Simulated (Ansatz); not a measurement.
SrTiO3:
```cif
data_O3SrTi
_chemical_formula_sum 'Sr1 Ti1 O3'
_space_group_name_H-M_alt 'Pm-3m'
_space_group_IT_number 221
_space_group_name_Hall '-P 4 2 3'
_cell_length_a 3.89143
_cell_length_b 3.89143
_cell_length_c 3.89143
_cell_angle_alpha 90.000
_cell_angle_beta 90.000
_cell_angle_gamma 90.000
loop_
_atom_site_label
_atom_site_type_symbol
_atom_site_symmetry_multiplicity
_atom_site_Wyckoff_symbol
_atom_site_fract_x
_atom_site_fract_y
_atom_site_fract_z
_atom_site_occupancy
Sr1 Sr 1 a 0.00000 0.00000 0.00000 1
Ti1 Ti 1 b 0.50000 0.50000 0.50000 1
O1 O 3 c 0.00000 0.50000 0.50000 1
```

Relaxed with PBEsol. Independent-particle spectrum: no excitons, no local fields, no scissors shift; 0.1 eV broadening; ε₁ of the summed bands alone.

Q: Tabulate the dielectric function from plane-wave PAW PBEsol (Ansatz code).

A: 

| E (eV) | ε₁ xx | ε₂ xx |
|---|---|---|
| 0.0 | 6.26 | 0.00 |
| 0.4 | 6.30 | 0.00 |
| 0.8 | 6.41 | 0.00 |
| 1.2 | 6.63 | 0.00 |
| 1.6 | 7.00 | 0.00 |
| 2.0 | 7.74 | 0.00 |
| 2.4 | 9.09 | 1.08 |
| 2.8 | 8.98 | 3.36 |
| 3.2 | 8.65 | 4.13 |
| 3.6 | 7.99 | 5.21 |
| 4.0 | 7.45 | 6.38 |
| 4.4 | 5.23 | 9.91 |
| 4.8 | 1.22 | 5.76 |
| 5.2 | 2.10 | 5.45 |
| 5.6 | 1.24 | 4.00 |
| 6.0 | 2.01 | 2.96 |
| 6.4 | 2.90 | 2.80 |
| 6.8 | 3.45 | 3.41 |
| 7.2 | 3.61 | 3.99 |
| 7.6 | 2.58 | 5.53 |
| 8.0 | 2.06 | 4.90 |
| 8.4 | 0.98 | 5.66 |
| 8.8 | -0.02 | 4.35 |
| 9.2 | 0.35 | 3.34 |
| 9.6 | 0.59 | 4.13 |
| 10.0 | -0.60 | 3.22 |
| 10.4 | -0.09 | 2.36 |
| 10.8 | 0.67 | 2.53 |
| 11.2 | 0.41 | 3.66 |
| 11.6 | -0.94 | 2.62 |
| 12.0 | -0.81 | 2.29 |

Q: From ε at 2.7 eV (xx: 9.47 + 2.75i), find n, k, the normal reflectivity and the absorption coefficient.

A: n = 3.11, k = 0.442, R = 27 %, α = 2kE/ħc = 120000 cm⁻¹.

With all bands, ε∞ without local fields is 6.46. DFPT, with local fields, gives 6.31.

The cell was relaxed with PBEsol under the symmetry of its start. At this level the phase is dynamically unstable (imaginary phonons). The run is not spin-polarised. Scalar-relativistic: spin–orbit coupling is off unless named, which matters more the heavier the elements.

Potentials: the earlier of the program's two PAW sets. The files were generated under PBE; for other functionals the program regenerates the frozen cores, and for LDA and PBEsol the local potential too.
